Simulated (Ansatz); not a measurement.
CdTe (CsCl type, space group No. 221) at seven volumes, the program Ansatz at the PBE level (PAW), scaled uniformly. One row is withheld.

| V (Å³/atom) | P (GPa) |
|---|---|
| 24.687 | 5.35 |
| 25.501 | 3.26 |
| 26.315 | 1.49 |
| 27.128 | 0.00 |
| 27.942 | -1.25 |
| 28.756 | ? |
| 29.570 | -3.15 |

Problem. Fit the shown pressures and predict the withheld one.

Solution. P = (3/2)B₀(x^(7/2) − x^(5/2))[1 + (3/4)(B′ − 4)(x − 1)] with x = (V₀/V)^(2/3). Least squares on the six rows gives V₀ = 27.131 Å³/atom, B₀ = 45.1 GPa, B′ = 4.84. At V = 28.756, x = 0.9620 and P = -2.28 GPa. The run itself gave -2.29 GPa.

Space group Pm-3m (CsCl type). The start of the workflow was typed in or built on a structure type; neither database checked (COD, Materials Project) lists it. It is not the phase usual at ambient conditions (space group No. 216). Symmetry was held in the PBE relaxation; its stability against distortions is not shown here. The volume moved by 18 % from the start of the relaxation. Spin–orbit coupling is left out wherever it is not named.

Potentials: the later of the program's two PAW sets.
